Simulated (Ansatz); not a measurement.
YGe₃:
Space group Cmcm (No. 63); a = 3.974 Å, b = 20.737 Å, c = 3.885 Å, α = 90.00°, β = 90.00°, γ = 90.00°

| atom | site | symmetry | x | y | z |
|---|---|---|---|---|---|
| Y | 4c | m2m | 0.0000 | 0.5824 | 0.2500 |
| Ge | 4c | m2m | 0.0000 | 0.1894 | 0.2500 |
| Ge | 4c | m2m | 0.0000 | 0.0392 | 0.7500 |
| Ge | 4c | m2m | 0.0000 | 0.3092 | 0.2500 |
(The calculation used a cell of 8 atoms; values per cell refer to that cell.)

Relaxed with PBEsol.

### Question
Tabulate the valence density and the electron localisation function along the shortest Ge–Ge contact (2.48 Å), PBEsol (plane waves, PAW; program Ansatz).

### Answer


| distance from Ge (Å) | density (e/Å³) | ELF |
|---|---|---|
| 0.25 | 28.04 | 0.00 |
| 0.37 | 12.28 | 0.04 |
| 0.50 | 4.60 | 0.12 |
| 0.62 | 1.89 | 0.26 |
| 0.75 | 1.00 | 0.39 |
| 0.87 | 0.67 | 0.48 |
| 0.99 | 0.54 | 0.57 |
| 1.12 | 0.49 | 0.69 |
| 1.24 | 0.47 | 0.74 |
| 1.37 | 0.49 | 0.69 |
| 1.49 | 0.54 | 0.57 |
| 1.61 | 0.67 | 0.48 |
| 1.74 | 1.00 | 0.39 |
| 1.86 | 1.89 | 0.26 |
| 1.99 | 4.59 | 0.12 |
| 2.11 | 12.22 | 0.04 |
| 2.24 | 28.00 | 0.01 |

The density is the valence pseudo-density with augmentation charge, so density and ELF within about 1 Å of a nucleus are not all-electron values.

The workflow started from a Materials Project entry (that database holds measured and hypothetical structures alike); the Crystallography Open Database copy checked does not list it. Whether it is the stable phase at ambient conditions was not checked. The cell was relaxed with PBEsol under the symmetry of its start; its stability against distortions is not shown here. No spin polarisation was allowed.

Potentials: the later of the program's two PAW sets.
